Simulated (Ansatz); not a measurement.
Data:

CsSnBr3:
```yaml
crystal:
  lattice:
    - [5.65415, 0.00000, 0.00000]
    - [0.00000, 5.65415, 0.00000]
    - [0.00000, 0.00000, 5.65415]
  atoms:
    - { symbol: Cs, position: [0.00000, 0.00000, 0.00000] }
    - { symbol: Sn, position: [0.50000, 0.50000, 0.50000] }
    - { symbol: Br, position: [0.00000, 0.50000, 0.50000] }
    - { symbol: Br, position: [0.50000, 0.50000, 0.00000] }
    - { symbol: Br, position: [0.50000, 0.00000, 0.50000] }
```

This is the LDA-relaxed structure.

Question: All from plane-wave PAW LDA (Ansatz code), unless another level is named. Give the electronic character.

Answer: no gap, with almost no states at the Fermi level (zero-gap or semimetallic).

Question: Give the formation energy from the elements (no fitted shifts).

Answer: -1.20 eV/atom.

Space group Pm-3m (cubic perovskite). The cell was relaxed with LDA under the symmetry of its start; of distortions, only those at the zone centre were tested. The references are the lowest solids computed at this level, not always the standard phases. Spin–orbit coupling is left out wherever it is not named.

Potentials: the later of the program's two PAW sets.
